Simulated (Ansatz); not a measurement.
## A plane-wave run on HfFe₆O₆

input.yaml (Ansatz 0.2.0)

```yaml
crystal:
  lattice:
    - [4.426464, 0.0, 0.0]
    - [-2.213232, 3.833433, 0.0]
    - [0.0, 0.0, 7.060233]
  atoms:
    - { symbol: Hf, position: [0.0, 0.0, 0.0] }
    - { symbol: O, position: [0.3333, 0.6667, 0.5] }
    - { symbol: O, position: [0.6666, 0.3333, 0.5] }
    - { symbol: O, position: [0.3333, 0.6667, 0.0] }
    - { symbol: O, position: [0.6666, 0.3333, 0.0] }
    - { symbol: O, position: [0.0, 0.0, 0.341] }
    - { symbol: O, position: [0.0, 0.0, 0.659] }
    - { symbol: Fe, position: [0.5, 0.0, 0.248] }
    - { symbol: Fe, position: [0.5, 0.5, 0.248] }
    - { symbol: Fe, position: [0.0, 0.5, 0.248] }
    - { symbol: Fe, position: [0.0, 0.5, 0.752] }
    - { symbol: Fe, position: [0.5, 0.5, 0.752] }
    - { symbol: Fe, position: [0.5, 0.0, 0.752] }
  symmetry: { tolerance: 0.0003 }
kpoints:
  mp_grid: { grid: [9, 9, 5], shift: [0, 0, 0] }
  band_path:
    path:
      - [0.0, 0.0, 0.0]
      - [0.49999987, 1.8e-07, 0.0]
      - [0.33333324, 0.3333336, 0.0]
      - [0.0, 0.0, 0.0]
      - [0.0, 0.0, 0.5]
      - [0.49999987, 1.8e-07, 0.5]
      - [0.33333324, 0.3333336, 0.5]
      - [0.0, 0.0, 0.5]
      - [0.49999987, 1.8e-07, 0.5]
      - [0.49999987, 1.8e-07, 0.0]
      - [0.33333324, 0.3333336, 0.5]
    npoints: 6
magnetization:
  spin_polarized: false
scf:
  occupations: { method: fermi_dirac }
  lower_state_search: "off"
  max_iter: 200
hamiltonian:
  pseudopotentials: { kind: paw }
  xc: r2scan
basis:
  ecutwfc: 500
  fft_grid_basis: typed
output:
  forces: true
  stress: true
  eigenvalues: true
  populations: true
  elf: true
  write_potential: true
  volumetric_format: npy
  dos:
    e_range: [-12, 8]
    de: 0.05
    projected: { site_lists: { Fe: [Fe], Hf: [Hf], O: [O] } }
checkpoint:
  read: saved_state
```

The run starts from an earlier solution of this cell. 

Output (shortened):

```
SCF iter   1: F=-46040.5695 eV  Δρ=6.45e-3  dr2=2.70e-2  dr2_τ=3.32e-2
SCF iter   2: F=-46040.5849 eV  Δρ=3.63e-3  dr2=7.32e-3  dr2_τ=2.33e-3
SCF iter   3: F=-46040.5896 eV  Δρ=2.09e-3  dr2=1.87e-3  dr2_τ=8.68e-4
SCF iter   4: F=-46040.5907 eV  Δρ=1.10e-3  dr2=4.87e-4  dr2_τ=2.78e-4
SCF iter   5: F=-46040.5909 eV  Δρ=4.03e-4  dr2=1.45e-4  dr2_τ=2.72e-5
SCF iter   6: F=-46040.5910 eV  Δρ=1.64e-4  dr2=3.51e-5  dr2_τ=1.43e-6
SCF iter   7: F=-46040.5910 eV  Δρ=8.12e-5  dr2=7.24e-6  dr2_τ=2.14e-7
SCF iter   8: F=-46040.5910 eV  Δρ=3.20e-5  dr2=1.43e-6  dr2_τ=6.41e-8
SCF iter   9: F=-46040.5910 eV  Δρ=1.24e-5  dr2=2.20e-7  dr2_τ=1.89e-8
SCF iter  10: F=-46040.5910 eV  Δρ=7.04e-6  dr2=9.88e-8  dr2_τ=4.46e-9
Free energy (F): -46040.5910 eV
Harris-Foulkes:  -46040.5910 eV  (|F-HF|=7.91e-8)
Internal energy: -46039.9273 eV  (E = F + TS)
E sigma→0 (E₀):  -46040.2592 eV
Entropy (-TS):   -0.6637 eV (-51.056 meV/atom)
Fermi energy:    17.9594 eV
--- Per-component energies (eV) ---
  E_band       = -1291.0555
  E_kinetic    = 3600.3492
  E_local      = -20586.3676  (includes V_loc(G=0)·N_el)
  E_nonlocal   = 385.7482
  E_hartree    = 8921.4382
  E_xc         = -1400.6330
  E_vxc        = -1931.4242  (∫ρ·V_xc dr)
  E_paw        = -16182.2699  (= ΣΔE_a)
  E_vpaw       = -728.7433  (= ΣTr[D̂ρ^β])
  E_aug_tail   = 0.0074  (compensation charges beyond the density's cutoff)
  E_vtau       = 126.4699  (kinetic-family band-sum trace: ∫τ·v_τ [+ j·A + Jᵃ·Aᵃ] dr)
  E_ewald      = -20776.5929
  E_core_change = -1.6070  (= ΣΔE_core)
  E_smearing   = -0.6637  (= −TS)
--- Forces (eV/Å), atoms counted from 1 ---
  atom   1  Hf     0.0000     0.0000     0.0000
  atom   2  O      0.0000     0.0000     0.0000
  atom   3  O      0.0000     0.0000     0.0000
  atom   4  O      0.0000     0.0000     0.0000
  atom   5  O      0.0000     0.0000     0.0000
  atom   6  O      0.0000     0.0000    -4.4971
  atom   7  O      0.0000     0.0000     4.4971
  atom   8  Fe     0.0000     0.0000     2.9751
  atom   9  Fe     0.0000     0.0000     2.9751
  atom  10  Fe     0.0000     0.0000     2.9751
  atom  11  Fe     0.0000     0.0000    -2.9751
  atom  12  Fe     0.0000     0.0000    -2.9751
  atom  13  Fe     0.0000     0.0000    -2.9751
--- Stress (GPa, compression-positive) ---
       17.6292       0.0000       0.0000
        0.0000      17.6292       0.0000
        0.0000       0.0000     -27.6249
  P = ⅓ Tr σ = 2.5445 GPa (25.445 kbar)
--- Löwdin populations: 13 sites ---
  site symbol       q [e]
     0     Hf     25.1307
     1      O      6.6705
     2      O      6.6705
     3      O      6.7392
     4      O      6.7392
     5      O      6.6273
     6      O      6.6273
     7     Fe     15.3421
     8     Fe     15.3421
     9     Fe     15.3421
    10     Fe     15.3421
    11     Fe     15.3421
    12     Fe     15.3421
  spilling = 0.0047 (of n_electrons = 158.0000)
```

Origin: a known structure type with other elements, at an estimated volume, so it need not be a known compound. Caveats: no spin polarisation, so a magnetic state may lie lower; atoms or cell far from equilibrium.
